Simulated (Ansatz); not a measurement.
Al$_{2}$Os (MoSi2 or CaC2 type, I4/mmm) under volume change, the program Ansatz at the r²SCAN level (PAW), shape and atoms relaxed at each volume.

```json
[
 {"V (Å³/atom)": "12.559", "E − E(relaxed) (meV/atom)": "84.6", "P (GPa)": "23.72"},
 {"V (Å³/atom)": "12.973", "E − E(relaxed) (meV/atom)": "35.5", "P (GPa)": "14.52"},
 {"V (Å³/atom)": "13.387", "E − E(relaxed) (meV/atom)": "8.4", "P (GPa)": "6.68"},
 {"V (Å³/atom)": "13.801", "E − E(relaxed) (meV/atom)": "0.0", "P (GPa)": "0.00"},
 {"V (Å³/atom)": "14.215", "E − E(relaxed) (meV/atom)": "7.6", "P (GPa)": "-5.70"},
 {"V (Å³/atom)": "14.629", "E − E(relaxed) (meV/atom)": "28.7", "P (GPa)": "-10.55"},
 {"V (Å³/atom)": "15.043", "E − E(relaxed) (meV/atom)": "61.5", "P (GPa)": "-14.68"}
]
```

What does a third-order Birch–Murnaghan fit give for V₀, B₀ and B′?

V₀ = 13.80 Å³/atom, B₀ = 205 GPa, B′ = 4.3.

The workflow started from a Materials Project entry (that database holds measured and hypothetical structures alike); the Crystallography Open Database copy checked does not list it. Its standing as an ambient phase is unchecked. The cell was relaxed with r²SCAN under the symmetry of its start; its stability against distortions is not shown here. No spin polarisation was allowed. Scalar-relativistic: spin–orbit coupling is off unless named, which matters more the heavier the elements.

Potentials: the later of the program's two PAW sets.
